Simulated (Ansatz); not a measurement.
Data:

BP:
```yaml
crystal:
  lattice:
    - [2.71420, 0.00000, 0.00000]
    - [0.00000, 2.71420, 0.00000]
    - [0.00000, 0.00000, 2.71420]
  atoms:
    - { symbol: B, position: [0.00000, 0.00000, 0.00000] }
    - { symbol: P, position: [0.50000, 0.50000, 0.50000] }
```

This is the PBE-relaxed structure.

Q: All from PBE in the plane-wave PAW code Ansatz, unless another level is named. Give the electronic character.

A: metallic (no gap).

Q: What about the formation energy from the elements (no fitted shifts)?

A: 1.41 eV/atom.

Q: And the density of states at the Fermi level?

A: 0.40 states/eV per atom (mean over ±0.08 eV).

Space group Pm-3m (CsCl type). A made-up cell: these elements were put on the sites of a structure type; neither database checked (COD, Materials Project) lists it. It is not the phase usual at ambient conditions (space group No. 216). Symmetry was held in the PBE relaxation. At this level the phase is dynamically unstable (imaginary phonons). The references are the lowest solids computed at this level, not always the standard phases.

Potentials: the later of the program's two PAW sets.
